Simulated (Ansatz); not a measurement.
Calculated contact hyperfine fields for Co

Cell: a COD entry, its atoms then relaxed with PBE in this cell.

```xyz
2
Lattice="2.5054 0.0000 0.0000 -1.2527 2.1697 0.0000 0.0000 0.0000 4.0893" Properties=species:S:1:pos:R:3 pbc="T T T"
Co    0.0000    1.4465    1.0223
Co    1.2527    0.7232    3.0670
```

Sites (sets of like atoms) are named by element and the number of their first atom in this list.

Computed with Ansatz: DFT, PBEsol, plane waves and PAW, scalar-relativistic, collinear spin, 420 eV cutoff, Γ-centred 21×21×11 k-points, Fermi–Dirac smearing 0.05 eV. Start moments as typed (μB): 2 on each Co.

B_c = (2μ₀/3)μB(ρ↑ − ρ↓), with the spin density averaged over the Thomson radius around the nucleus, 7.77 T per e/Å³, positive along the up direction of the run. The valence column is what the valence and semicore waves of the PAW files give as listed; the rest comes from solving these waves and the inner shells again in each spin's potential.

Task: What moments and contact fields does each site carry?

Result: The cell's net moment is 3.27 μB; the site moments, counted in spheres around the atoms, add up to 3.41 μB, and the difference lies between the spheres. One atom of each set is listed.

| site | atom | m (μB) | B_c (T) | valence column (T) | rest (T) |
| --- | --- | --- | --- | --- | --- |
| Co | 1 | 1.70 | -27.1 | 8.7 | -35.8 |

On Co the field amounts to -15.9 T per μB of the site's moment: core polarisation sets it against the moment.

At this cell the PBEsol pressure is -14 GPa, so with PBEsol the cell would shrink if it were relaxed. The run finds no gap above 0.1 eV, so moments and fields hang on the k-mesh and the smearing. Semilocal functionals underestimate the core's part of the field; in a metal the conduction electrons' part and a positive orbital field can offset that, so a measured field can be larger or smaller. Orbital and dipolar fields are left out.

The run took 20 s of wall time (19 s of CPU time) and 0.59 GiB at its peak, on 1 thread of Intel Xeon Platinum 8375C CPU @ 2.90GHz (Ice Lake) (x86_64; 16 cores open to the job, memory cap 3.0 GiB, no GPU), a shared host with a load of 0.5 a core.
